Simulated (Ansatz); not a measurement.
GaAs:
```cif
data_AsGa
_chemical_formula_sum 'As1 Ga1'
_space_group_name_H-M_alt 'P 1'
_space_group_IT_number 1
_cell_length_a 3.76820
_cell_length_b 3.76820
_cell_length_c 3.76820
_cell_angle_alpha 60.000
_cell_angle_beta 60.000
_cell_angle_gamma 60.000
loop_
_space_group_symop_operation_xyz
  'x, y, z'
loop_
_atom_site_label
_atom_site_type_symbol
_atom_site_fract_x
_atom_site_fract_y
_atom_site_fract_z
_atom_site_occupancy
As1 As 0.00000 0.00000 0.00000 1
Ga1 Ga 0.50000 0.50000 0.50000 1
```

Relaxed with r²SCAN.

**Question.** Which orbitals make up the states near the Fermi level in the program Ansatz at the r²SCAN level (PAW)?

**Answer.** Within 0.5 eV of the Fermi level: As 4p 69 %, Ga 4p 17 %, Ga 4s 10 %. Projections are on Löwdin-orthogonalised atomic valence shells; empty p or d shells of many metals are not among them.

**Question.** Tabulate the density of states.

**Answer.** States/eV per cell of 2 atoms, in 0.25 eV bins, energy from the Fermi level.

| E (eV) | total | As 4p | Ga 4p | Ga 4s |
|---|---|---|---|---|
| -7.85 | 0.19 | 0.10 | 0.00 | 0.08 |
| -7.60 | 0.32 | 0.17 | 0.01 | 0.14 |
| -7.35 | 0.44 | 0.22 | 0.02 | 0.18 |
| -7.10 | 0.56 | 0.27 | 0.03 | 0.24 |
| -6.85 | 0.78 | 0.36 | 0.04 | 0.34 |
| -6.60 | 0.87 | 0.38 | 0.05 | 0.38 |
| -6.35 | 0.79 | 0.34 | 0.05 | 0.33 |
| -6.10 | 0.73 | 0.31 | 0.05 | 0.29 |
| -5.85 | 0.76 | 0.34 | 0.11 | 0.22 |
| -5.60 | 0.63 | 0.29 | 0.11 | 0.14 |
| -5.35 | 0.41 | 0.19 | 0.05 | 0.10 |
| -5.10 | 0.51 | 0.24 | 0.09 | 0.12 |
| -4.85 | 0.55 | 0.26 | 0.12 | 0.11 |
| -4.60 | 0.61 | 0.30 | 0.15 | 0.11 |
| -4.35 | 0.63 | 0.31 | 0.16 | 0.11 |
| -4.10 | 0.66 | 0.34 | 0.18 | 0.10 |
| -3.85 | 0.69 | 0.36 | 0.19 | 0.10 |
| -3.60 | 0.73 | 0.40 | 0.20 | 0.09 |
| -3.35 | 0.76 | 0.43 | 0.22 | 0.07 |
| -3.10 | 0.83 | 0.48 | 0.24 | 0.07 |
| -2.85 | 0.98 | 0.59 | 0.29 | 0.06 |
| -2.60 | 1.05 | 0.64 | 0.31 | 0.06 |
| -2.35 | 1.02 | 0.63 | 0.29 | 0.06 |
| -2.10 | 0.99 | 0.62 | 0.27 | 0.06 |
| -1.85 | 0.98 | 0.62 | 0.26 | 0.06 |
| -1.60 | 0.97 | 0.62 | 0.25 | 0.06 |
| -1.35 | 0.95 | 0.62 | 0.23 | 0.06 |
| -1.10 | 0.95 | 0.62 | 0.22 | 0.06 |
| -0.85 | 0.94 | 0.63 | 0.21 | 0.07 |
| -0.60 | 0.95 | 0.64 | 0.19 | 0.07 |
| -0.35 | 0.94 | 0.64 | 0.18 | 0.08 |
| -0.10 | 0.99 | 0.69 | 0.17 | 0.09 |
| 0.15 | 1.04 | 0.75 | 0.15 | 0.09 |
| 0.40 | 0.65 | 0.40 | 0.11 | 0.10 |
| 0.65 | 0.37 | 0.12 | 0.11 | 0.11 |
| 0.90 | 0.39 | 0.12 | 0.12 | 0.12 |
| 1.15 | 0.44 | 0.13 | 0.14 | 0.13 |
| 1.40 | 0.49 | 0.15 | 0.15 | 0.14 |
| 1.65 | 0.55 | 0.18 | 0.17 | 0.16 |
| 1.90 | 0.66 | 0.23 | 0.19 | 0.19 |
| 2.15 | 0.96 | 0.37 | 0.25 | 0.28 |
| 2.40 | 0.75 | 0.28 | 0.21 | 0.22 |
| 2.65 | 0.41 | 0.10 | 0.17 | 0.11 |
| 2.90 | 0.37 | 0.08 | 0.15 | 0.09 |
| 3.15 | 0.42 | 0.11 | 0.14 | 0.10 |
| 3.40 | 0.48 | 0.07 | 0.26 | 0.06 |
| 3.65 | 0.53 | 0.04 | 0.38 | 0.02 |
| 3.90 | 0.80 | 0.06 | 0.60 | 0.02 |
| 4.15 | 0.94 | 0.09 | 0.63 | 0.02 |
| 4.40 | 1.02 | 0.11 | 0.61 | 0.03 |
| 4.65 | 1.04 | 0.13 | 0.57 | 0.03 |

Space group Fm-3m (rock salt). The start of the workflow was typed in or built on a structure type; neither database checked (COD, Materials Project) lists it. It is not the phase usual at ambient conditions (space group No. 216). Symmetry was held in the r²SCAN relaxation; its stability against distortions is not shown here. Scalar-relativistic: spin–orbit coupling is off unless named, which matters more the heavier the elements.

Potentials: the earlier of the program's two PAW sets.
